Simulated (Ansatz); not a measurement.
AlInSb₂:
```xyz
4
Lattice="2.2493 1.2986 7.3521 -2.2493 1.2986 7.3521 0.0000 -2.5973 7.3521" Properties=species:S:1:pos:R:3 pbc="T T T"
Al     0.0000     0.0000    22.0488
In     0.0000     0.0000    11.0419
Sb     0.0000     0.0000     2.6595
Sb     0.0000     0.0000    13.8767
```

Relaxed with r²SCAN. Special points in fractions of this cell's reciprocal vectors: Γ (0.000, 0.000, 0.000); T (0.500, 0.500, 0.500); H2 (0.813, 0.187, 0.500); H0 (0.500, -0.187, 0.187); L (0.500, 0.000, 0.000); S0 (0.344, -0.344, 0.000); S2 (0.656, 0.000, 0.344); F (0.500, 0.000, 0.500).

### Question
List the band energies nearest the valence-band maximum at these points for r²SCAN in the plane-wave PAW code Ansatz.

### Answer
In eV from the valence-band maximum; about four levels below and three above (degenerate sets whole), none deeper than 8.9 eV; points with the same levels are listed once.

```csv
k,below,above
Γ,-1.19 -1.19 -0.19 0.00 0.00,0.86 1.16 3.13 3.13
T,-1.00 -1.00 -0.37 -0.37,1.25 1.76 3.63 3.63
H2,-3.34 -3.07 -1.98 -1.80,2.04 2.45 4.72
L,-2.83 -2.78 -2.05 -1.59,1.74 2.36 4.10
S0,-3.44 -3.02 -2.07 -1.79,1.93 3.14 3.75
F,-2.40 -2.37 -1.09 -1.01,0.98 1.49 1.59
```

Space group R3m. The first step of the workflow began from a Materials Project structure, measured or hypothetical; the Crystallography Open Database copy checked does not list it. With Al and In taken as one species the cell has the higher symmetry F-43m, so it may be an ordered model of a mixed-site phase. Whether it is the stable phase at ambient conditions was not checked. Symmetry was held in the r²SCAN relaxation; whether a distortion lowers the energy is not shown. Scalar-relativistic: spin–orbit coupling is off unless named, which matters more the heavier the elements.

Potentials: the later of the program's two PAW sets.
